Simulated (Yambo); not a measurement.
A G0W0@PBEsol run in Yambo for a free-standing CaI₂ monolayer (symmetry P-3m1, slab cell 16.5 Å high) (6×6×1 Γ-centred k mesh, 135 bands and a 6 Ry block in the screening, 135 bands in G with the Bruneval-Gonze terminator, plasmon pole fitted at 27.2 eV, slab-truncated Coulomb interaction, stochastic integration of W near q = 0) gives these matrix elements, in eV, at the band edges (Γ → M):

| state | E0 | <Vxc> | <Σx> | <Σc(E0)> | Z |
|---|---|---|---|---|---|
| valence edge | 0.000 | -11.441 | -14.326 | 1.079 | 0.817 |
| conduction edge | 3.751 | -10.556 | -5.408 | -3.227 | 0.829 |

Problem. Solve the linearised quasiparticle equation for both states, give the gap, and say how exchange and correlation each act on it.

Solution. E = E0 + Z(Σx + Σc − Vxc). Valence: 0.000 + 0.817 × (-14.326 + (1.079) − (-11.441)) = -1.47 eV. Conduction: 3.751 + 0.829 × (-5.408 + (-3.227) − (-10.556)) = 5.34 eV. The gap is 6.82 eV, against 3.75 eV in PBEsol. Replacing Vxc by bare exchange alone would open it by 8.03 eV; correlation takes back 4.31 eV of that, and Z scales what is left. Nearest settings tried, and what they do to the gap: 85 bands in G: -10 meV; 85 bands in W, 85 bands in G: -12 meV; 3 Ry block (179 vectors against 511): -167 meV. Not varied: mesh, cell height. So the settings aren't converged at that level. Spin-orbit coupling is left out, which matters for elements this heavy: edges can move by tenths of an eV.

Geometry relaxed with PBEsol; primitive cell a = b = 4.4357 Å, c = 16.5000 Å, α = β = 90.00°, γ = 120.00°.

This is a model layer cut from the bulk structure; whether it is stable on its own was not checked.
